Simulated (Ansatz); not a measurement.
The elements of this relaxed trial crystal are hidden behind letters.

```
lattice vectors (Å)
   4.0463    0.0000    0.0000
  -2.0231    3.5042    0.0000
   0.0000    0.0000   19.8968
fractional positions
X 0.0000 0.0000 0.5000
Z 0.0000 0.0000 0.0000
Z 0.3333 0.6667 0.8373
Z 0.6667 0.3333 0.6749
Z 0.3333 0.6667 0.3251
Z 0.6667 0.3333 0.1627
Q 0.6667 0.3333 0.9186
Q 0.0000 0.0000 0.7560
Q 0.3333 0.6667 0.5938
Q 0.6667 0.3333 0.4062
Q 0.0000 0.0000 0.2440
Q 0.3333 0.6667 0.0814
```

Level of theory: DFT PBE, scalar-relativistic, plane waves, PAW (Ansatz 0.2.0). Cutoff 420 eV, Γ-centred 12×12×2 mesh (12-atom cell), Gaussian smearing of 0.01 eV, no spin polarisation.

```
Space group                                 : P-3m1 (No. 164)
Conventional cell                           : a = 4.046 Å, c = 19.897 Å
Volume per atom                             : 23.51 Å³
Density                                     : 5.63 g/cm³
Energy over the elements                    : −0.245 eV/atom
Gap on the 12×12×2 mesh of the 12-atom cell : 0.13 eV
```

Energies are uncorrected and count from the elements' standard states at the same level.

Q: X is a p-block element of period 5, Z is a p-block element of period 4 and Q is a p-block element of period 4. Which elements are they?

A: X = Sn, Z = Ge, Q = Se, so the formula is SnGe5Se6. Density times volume gives a mean mass of 5.63 × 23.51/1.6605 = 79.7 u per atom, and this set has 79.6 u. Sn has 6 Se at 2.99 Å; Ge on a site of symmetry -3m is surrounded by 6 Se at 2.84 Å; around Se on its first site lie 6 Ge at 2.84 Å; 4 more sites not described. Other sets within the hints have nearly the same mass, so mass alone doesn't settle it; this one was computed.

Kohn–Sham gaps at this level usually fall short of measured ones. A structure relaxed within its symmetry needn't be a true minimum.
